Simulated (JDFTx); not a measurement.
System: ethylenediamine, C2H8N2 (SMILES NCCN), charge 0, multiplicity 1; geometry: optimised with GFN2-xTB in vacuum (one conformer, no frequencies checked; largest PBE force component 0.5 eV/Å). Z-matrix (Å, degrees):
```
C
H 1 1.0921
H 1 1.1050 2 107.81
N 1 1.4533 2 108.13 3 122.97
H 4 1.0139 1 110.35 2 -59.99
H 4 1.0152 5 107.73 1 120.37
C 1 1.5281 2 108.58 3 -117.79
H 7 1.0921 1 108.58 2 -62.45
H 7 1.1050 8 107.81 1 117.79
N 7 1.4533 8 108.13 9 122.97
H 10 1.0139 7 110.35 8 -59.99
H 10 1.0152 11 107.74 7 120.37
```

All numbers are PBE, GBRV ultrasoft potentials, plane waves to 20/100 Ha results from a modified build of JDFTx, not measurements. The vacuum run is isolated (truncated Coulomb interaction) and the liquid run periodic, so single terms such as Eewald and EH can't be compared between them; the totals can.

End of the vacuum run (hartree):
```
# Energy components:
   Eewald =       78.4164190001093289
       EH =      106.1402480119032106
     Eloc =     -235.0002325980421460
      Enl =        4.4538743031814620
      Exc =      -11.9269363721151560
 Exc_core =        0.2445792152018898
       KE =       21.5593901680233273
-------------------------------------
     Etot =      -36.1126582717380700
```

End of the run in the liquid (nonlinear PCM (GLSSA13), water, 1 M KF):
```
# Energy components:
   A_diel =       -0.0122234035336653
   Eewald =       33.0344888520280122
       EH =       61.2430140706506450
     Eloc =     -144.7281254785841611
      Enl =        4.4548376198472255
      Exc =      -11.9323619953978319
 Exc_core =        0.2445792152018898
       KE =       21.5731116030159207
-------------------------------------
     Etot =      -36.1226795167719672
```

This is the neutral, unprotonated base.

Working it through: the solvation energy, split into the fluid's free energy A_diel and the cost of distorting the solute's electrons.

ΔG_solv = Etot(liquid) − Etot(vacuum) = -0.273 eV (-6.3 kcal/mol). A_diel = -0.333 eV; the fluid's own output file splits it into CavityTension 0.109, Electrostatic -0.441 eV. The rest, 0.060 eV, is the change of all other terms: the price of polarising the solute.
